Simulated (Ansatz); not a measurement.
## AlB2-type GdGa2

Method: PBEsol, scalar-relativistic; collinear spin; PAW, 420 eV, 10×10×8 k-mesh, Gaussian smearing of 0.05 eV; code Ansatz; PAW files: Ansatz's generated set soft_2.

```yaml
crystal:
  lattice:
    - [4.18541, 0.00000, 0.00000]
    - [-2.09270, 3.62467, 0.00000]
    - [0.00000, 0.00000, 4.07565]
  atoms:
    - { symbol: Gd, position: [0.00000, 0.00000, 0.00000] }
    - { symbol: Ga, position: [0.33333, 0.66667, 0.50000] }
    - { symbol: Ga, position: [0.66667, 0.33333, 0.50000] }
```

The start was a prototype's sites filled with these elements; the Crystallography Open Database holds the compound in this structure.

Magnetic state: ferromagnetic, site spin moments Gd 7.03 μB.

The cell is relaxed to zero pressure at this level.

The cell has space group P6/mmm (read at 0.01 Å). In it the stress is 0.01, 0.01, -0.01, 0.00, 0.00, 0.00 GPa and the largest force component 0.000 eV/Å. Each change below starts from this cell, without further relaxation. Stress is in GPa, positive in compression, in the order xx, yy, zz, yz, xz, xy; energies are counted from the cell above and are free energies with the smearing's entropy, which match forces and stress in a metal.

**Question.** What happens when atom 1 (Gd) is moved by 0.08 Å along y?

**Answer.** The energy changes by 15.1 meV per cell, and the force on it along the shift is -0.376 eV/Å (−F/u = 4.71 eV/Å²). Stress: 0.07, 0.10, 0.17, 0.00, 0.00, 0.00.
```
atom  Fx (eV/Å)      Fy     Fz
 Gd1      0.000  -0.376  0.000
 Ga2      0.000   0.199  0.000
 Ga3      0.000   0.177  0.000
```
In a harmonic crystal the energy would rise by −½F·u = ½ × 4.71 × 0.08² eV = 15.1 meV, which matches.

**Question.** A single strain component, atoms carried along, gave the stress 2.10, 0.46, 0.35, 0.00, 0.00, 0.00. Which component, and about how large?

**Answer.** An engineering strain of -1 % in xx; the energy changes by 4.0 meV per cell.

Without a U the 4f levels of Gd lie too near the Fermi level, so their share of the states there, and what hangs on it, is overstated. For elements this heavy, spin–orbit coupling would shift levels and gaps; it isn't included here. The run wasn't fully tested for a lower electronic state. Site moments are of spin, integrated over atomic spheres. Only parallel moments were tried, so the real magnetic order may be another.
